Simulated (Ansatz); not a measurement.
**A vibration from a frozen displacement in BiTe**

Theory: DFT r2SCAN, scalar-relativistic, plane waves, PAW in Ansatz. Settings: plane waves to 500 eV, k-mesh 12×12×12 (Γ-centred), Fermi–Dirac smearing 0.1 eV. Spin–orbit coupling is left out, which matters for the heavy elements here. No spin polarisation. Energies are free energies at this smearing, counted from the undisturbed cell; pressure is positive in compression.

Zero of the scan (as given, not relaxed at this level; it stands at -0.7 GPa, and it needn't be the usual structure):

```
CELL_PARAMETERS angstrom
2.42271 1.39875 3.31729
-2.42271 1.39875 3.31729
0.00000 -2.79750 3.31729
ATOMIC_POSITIONS crystal
Bi 0.50000 0.50000 0.50000
Te 0.00000 0.00000 0.00000
```

Every Te atom is moved by x along the Cartesian unit vector (0.000, -0.860, -0.510); the cell and all other atoms stay fixed. The cell's volume is 67.45 Å³; the moved atoms weigh 127.600 u together and the others 208.980 u.

```
  x (Å)  ΔE (meV/cell) total force on the moved atoms along the move (eV/Å) pressure (GPa)
-0.1000           9.29                                                0.1883         -0.5625
-0.0500           2.30                                                0.0923         -0.6926
 0.0000           0.00                                                0.0000         -0.7357
 0.0750           5.19                                               -0.1395         -0.6386
```

Task: What frequency belongs to this motion?

Result: The force constant is k = −dF/dx = 1.851 eV/Å², from the parabola through x = -0.0500, 0 and 0.0750. In every cell the moved atoms swing against the rest, so the mass is μ = m₁m₂/(m₁ + m₂) = 79.226 u, and ν̃ = 521.5 cm⁻¹ × √(|k|/μ) = 80 cm⁻¹. The pattern needn't be a normal mode: ν̃² is then a weighted mean of the squared nonzero frequencies at the zone centre of this cell, so it lies between the lowest and the highest of them.

Task: How far does the harmonic law reach?

Result: At x = -0.100 Å, kx²/2 = 9.26 meV against the computed 9.29 meV (+0.3 %): the well is still close to harmonic there.

In a metal these slopes depend on the k mesh and the smearing.

Cost: 4 runs of about 7 core-minutes in all, on AMD EPYC 7R43 (Zen 3) (shared hosts).